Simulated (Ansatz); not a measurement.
**SiC: do energies and stresses tell the same story?**

Method: DFT r2SCAN, scalar-relativistic, plane waves, PAW in Ansatz 0.2.0.

Settings: cutoff 500 eV, Γ-centred mesh 12×12×2 on the computed 16-atom cell, Gaussian smearing of 0.02 eV; no spin polarisation.

Relaxed cell: P6_3mc, a = 3.079 Å, b = 3.079 Å, c = 20.138 Å, α = 90.00°, β = 90.00°, γ = 120.00°, 16 atoms in the primitive cell.

Energies at zero smearing and pressures from the stress tensor, at volumes with shape and atoms relaxed:
```tsv
V (Å³/atom)	E − E(first) (meV/atom)	P (GPa)
9.093	0.00	37.14
9.403	-60.53	25.72
9.713	-100.52	15.86
10.023	-122.78	7.35
10.332	-129.72	0.00
10.642	-123.44	-6.34
10.952	-105.73	-11.83
11.366	-67.02	-17.98
```

Check P = −dE/dV between neighbouring volumes, and get the bulk modulus from the pressures alone.

With 1 eV/Å³ = 160.2 GPa:
| middle V (Å³/atom) | −ΔE/ΔV (GPa) | mean P (GPa) |
| --- | --- | --- |
| 9.248 | 31.285 | 31.426 |
| 9.558 | 20.669 | 20.790 |
| 9.868 | 11.505 | 11.609 |
| 10.178 | 3.590 | 3.679 |
| 10.487 | -3.249 | -3.170 |
| 10.797 | -9.152 | -9.086 |
| 11.159 | -15.004 | -14.902 |

The two differ by 0.14 GPa at most. The mean of two end pressures misses the average over a step by about ΔV² P″/12, up to 0.14 GPa here; with that taken off 0.00 GPa remains. Around V = 10.332 Å³/atom, the two neighbours give B = −V ΔP/ΔV = 10.332 × 13.70 / 0.620 = 228.3 GPa, against B0 = 227.2 GPa from the Birch–Murnaghan fit of the energies.

Cost: 9 runs of about 22 core-minutes in all, on Oxide Virtual Turin-like Processor (Zen 5) (shared hosts).